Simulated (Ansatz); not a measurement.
# 91Zr nuclear quadrupole resonance in Zr

Cell: an entry of the Crystallography Open Database (COD), whose atoms a relaxation with PBE at fixed cell left in place.

```yaml
crystal:
  lattice:
    - [3.23200, 0.00000, 0.00000]
    - [-1.61600, 2.79899, 0.00000]
    - [0.00000, 0.00000, 5.14700]
  atoms:
    - { symbol: Zr, position: [0.33333, 0.66667, 0.25000] }
    - { symbol: Zr, position: [0.66667, 0.33333, 0.75000] }
```

Sites (sets of like atoms) are named by element and the number of their first atom in this list.

The numbers come from a DFT calculation in Ansatz (PBE, plane waves and PAW, scalar-relativistic, 420 eV cutoff, Γ-centred 12×12×7 k-points, Fermi–Dirac smearing 0.05 eV).

91Zr: I = 5/2, Q = -176.0 mb (year-2017 value). Static lattice, zero field.

Problem. At which frequencies do the 91Zr NQR lines lie?

Solution. For I = 5/2 and η = 0 the lines are 3|C_Q|/20 and twice that; η pulls their ratio below 2.

```
site  atoms  V_zz (10²¹ V/m²)  C_Q (MHz)     η  line frequencies (MHz)
  Zr   1, 2              4.15      -17.7  0.00              2.65, 5.30
```

An axis of threefold or higher order runs through Zr, so V_zz lies along it and η is zero.

With no gap above 0.1 eV, as in a metal, the gradients converge slowly in k; expect changes of a tenth or more on a denser mesh. Without spin–orbit coupling (the program notes it for Zr) the gradients can shift somewhat, as the gap is small.
